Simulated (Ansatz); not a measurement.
PbS (rock salt, space group No. 225) at seven volumes, plane-wave PAW PBE (Ansatz code), shape and atoms relaxed at each. One row is withheld.

```json
[
 {"V (Å³/atom)": "24.677", "P (GPa)": "6.10"},
 {"V (Å³/atom)": "25.490", "P (GPa)": "3.73"},
 {"V (Å³/atom)": "26.304", "P (GPa)": "1.72"},
 {"V (Å³/atom)": "27.117", "P (GPa)": "0.00"},
 {"V (Å³/atom)": "27.931", "P (GPa)": "?"},
 {"V (Å³/atom)": "28.744", "P (GPa)": "-2.71"},
 {"V (Å³/atom)": "29.558", "P (GPa)": "-3.77"}
]
```

Problem. Fit the shown pressures and predict the withheld one.

Solution. P = (3/2)B₀(x^(7/2) − x^(5/2))[1 + (3/4)(B′ − 4)(x − 1)] with x = (V₀/V)^(2/3). Least squares on the six rows gives V₀ = 27.118 Å³/atom, B₀ = 52.7 GPa, B′ = 4.32. At V = 27.931, x = 0.9805 and P = -1.46 GPa. The run itself gave -1.46 GPa.

Space group Fm-3m (rock salt). The PBE relaxation kept the symmetry of its start. Spin–orbit coupling is left out wherever it is not named.

Potentials: the later of the program's two PAW sets.
